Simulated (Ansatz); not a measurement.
Relaxed Al2Cu (Al2Cu type, space group I4/mcm):

```
Al2Cu
1.0
   -3.00102     3.00102     2.40723
    3.00102    -3.00102     2.40723
    3.00102     3.00102    -2.40723
Al Cu
4 2
Cartesian
  0.95391   3.95493   0.00000
  0.95391   2.04711   2.40723
  2.04711   0.95391   0.00000
  2.04711  -0.95391   2.40723
  0.00000   0.00000   1.20361
  0.00000   0.00000   3.61084
```

In this cell atom 1 (Al, nearest neighbour Cu at 2.559 Å; its periodic images, 4.8 Å or more away, move with it) is moved by s towards the nearest neighbour, unit vector (0.800, -0.373, -0.470); all other atoms and the cell stay fixed.

These are PBEsol (plane waves to 420 eV, PAW, scalar-relativistic; Ansatz, a quantum-chemistry and plane-wave program) values and carry that method's errors. k mesh 10×10×10 (Γ-centred), Fermi-Dirac smearing 0.05 eV. E stands for the smeared free energy. With partly filled bands, energies and forces of such displacements shift with the k mesh and the smearing. Al2Cu is run without spin polarisation. Al2Cu was relaxed with its symmetry unable to fall. The PAW data are Ansatz's earlier set. ΔE is measured from the undisplaced structure. The last digit holds for this mesh only.

| s (Å) | ΔE (meV/cell) |
|---|---|
| -0.260 | 191.7 |
| -0.208 | 123.2 |
| -0.156 | 69.9 |
| -0.104 | 31.5 |
| -0.052 | 8.1 |
| 0.000 | 0.0 |
| 0.052 | 7.9 |
| 0.104 | 33.0 |
| 0.156 | 76.6 |
| 0.208 | 140.6 |
| 0.260 | 227.5 |

Task: What force constant k = d²E/ds² at s = 0 does the table give?

Result: 5.9 eV/Å². It is the second difference of the nearest points, corrected with the next pair.

Task: With k = 5.92 eV/Å² from the forces, is the well harmonic out to s = 0.260 Å?

Result: ½ks² = 200 meV/cell against the computed 228 meV/cell, so the well is stiffer than harmonic there.

(For displaced atoms, the force is minus the slope of the energy, and its curvature is a force constant, which sets phonon frequencies.)
